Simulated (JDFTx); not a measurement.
```yaml
surface: W(110)
bulk: W, Im-3m, lattice of mp-91 (not re-optimised)
slab: 6 atoms in 3 planes, (2×1), 4.4 Å between the outermost planes
in-plane cell: 6.341 × 2.746 Å, 14.21 Å²
cell_height: 23.5 Å
sampling: 4×10×1 k mesh, Fermi smearing 0.01 Ha, no spin polarisation
```

Adsorbate: I on both faces at 0.50 monolayer, started ontop and relaxed in vacuum, keeping the symmetry of the start.

Level of theory: PBE-D3(BJ), GBRV ultrasoft potentials, plane waves to 20/100 Ha; code: a modified build of JDFTx. The adsorption energy per I is [E(slab + 2 I) − E(slab)]/2 − (E(HI) − ½ E(H2)), with the gas molecules relaxed at the same level and slab energies taken as (E + F)/2, the usual estimate of zero smearing. In reaction energies these potentials put H₂ about 0.03 eV too high against large-basis PBE. These are electronic energies without vibrational corrections. Both faces are alike, and the cell allows no reconstruction beyond its size.

### Question
Predict the adsorption energy and the geometry, and the change of the work function.

### Answer
-1.10 eV. I sits 2.82 Å above the highest substrate atom, bound to 1 W at 2.82 Å. The work function goes from 4.89 to 3.91 eV. In linear PCM (GLSSA13), water, 1 M NaF, at zero charge, the adsorption energy is -1.09 eV and the potential of zero charge moves from 0.10 to -0.64 V vs SHE (4.44 V convention).
